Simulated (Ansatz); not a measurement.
# Data sheet: InSb (DFT)

InSb:
```
InSb
1.0
    4.34721     0.00000     0.00000
   -2.17360     3.76479     0.00000
    0.00000     0.00000     3.71410
In Sb
1 1
Direct
  0.00000   0.00000   0.00000
  0.66667   0.33333   0.50000
```

Space group P-6m2 (No. 187); conventional cell a = b = 4.347 Å, c = 3.714 Å, α = β = 90.00°, γ = 120.00°.

Method: plane-wave PAW PBE (Ansatz code). Structure relaxed to zero pressure with the same functional. Other levels are named where they apply.

### Cell and energy

Volume per atom: 30.39 Å³
Density: 6.46 g/cm³
Formation energy from the elements (no fitted shifts): 0.079 eV/atom

### Electronic structure

Electronic character: metallic (no gap)
Density of states at the Fermi level: 0.53 states/eV per atom (mean over ±0.08 eV)

A made-up cell: these elements were put on the sites of a structure type; neither database checked (COD, Materials Project) lists it. It is not the phase usual at ambient conditions (space group No. 216). Symmetry was held in the PBE relaxation; whether a distortion lowers the energy is not shown. The references are the lowest solids computed at this level, not always the standard phases. Spin–orbit coupling is left out wherever it is not named.

Potentials: the later of the program's two PAW sets.
